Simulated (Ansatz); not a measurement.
BeSe:
```xyz
4
Lattice="3.6152 0.0000 0.0000 -1.8076 3.1309 0.0000 0.0000 0.0000 5.9641" Properties=species:S:1:pos:R:3 pbc="T T T"
Be     0.0000     2.0872     5.9603
Se     1.8076     1.0436     0.7493
Be     1.8076     1.0436     2.9783
Se     0.0000     2.0872     3.7314
```

Relaxed with PBEsol. Special points in fractions of this cell's reciprocal vectors: Γ (0.000, 0.000, 0.000); M (0.500, 0.000, 0.000); K (0.333, 0.333, 0.000); A (0.000, 0.000, 0.500); L (0.500, 0.000, 0.500); H (0.333, 0.333, 0.500).

Question: List the band energies nearest the valence-band maximum at these points for PBEsol in the plane-wave PAW code Ansatz.

Answer: In eV from the valence-band maximum; about four levels below and three above (degenerate sets whole), none deeper than 8.9 eV; points with the same levels are listed once.

```csv
k,below,above
Γ,-1.20 -1.20 -0.18 0.00 0.00,3.97 4.21 4.75 4.75
M,-3.92 -2.76 -2.41 -1.18,3.25 4.67 5.46
K,-4.34 -4.34 -3.06 -3.06 -3.02,3.09 7.78 7.78
A,-0.67 -0.67 -0.67 -0.67,4.37 4.37 5.57 5.57 5.57 5.57
L,-2.10 -2.10 -2.10 -2.10,3.31 3.31 4.88 4.88
H,-4.15 -4.15 -1.70 -1.70,4.50 4.50 6.02 6.02
```

Space group P6_3mc (wurtzite). The start of the workflow was typed in or built on a structure type; neither database checked (COD, Materials Project) lists it. COD files the formula under space group No. 216. Its standing as an ambient phase is unchecked. Symmetry was held in the PBEsol relaxation; whether a distortion lowers the energy is not shown. Spin–orbit coupling is left out wherever it is not named.

Potentials: the later of the program's two PAW sets.
